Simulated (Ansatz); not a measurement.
Y:
```
Y
1.0
    0.00000     2.55069     2.55069
    2.55069     0.00000     2.55069
    2.55069     2.55069     0.00000
Y
1
Direct
  0.00000   0.00000   0.00000
```

Relaxed with r²SCAN.

**Question.** List the phonon frequencies at the special points (DFPT on a 4×4×4 q-mesh, Fourier-interpolated; r²SCAN in the plane-wave PAW code Ansatz).

**Answer.** In cm⁻¹.

```
q  frequencies
-  -----------
Γ        0 0 0
X  131 133 133
U  107 118 124
K  107 118 124
L    61 61 132
W   90 126 126
```

Space group Fm-3m (fcc (Cu type)). The cell is a constructed one: a structure type filled with these elements; the Crystallography Open Database files this formula in space group No. 225, but the cells were not matched. It is not the phase usual at ambient conditions (space group No. 194). Symmetry was held in the r²SCAN relaxation; phonons on a q-mesh show no instability. The run is not spin-polarised. As this level gives no gap, phonon frequencies hold no LO–TO term and depend on the k-mesh and smearing (Fermi–Dirac, 0.1 eV here).

Potentials: the later of the program's two PAW sets.
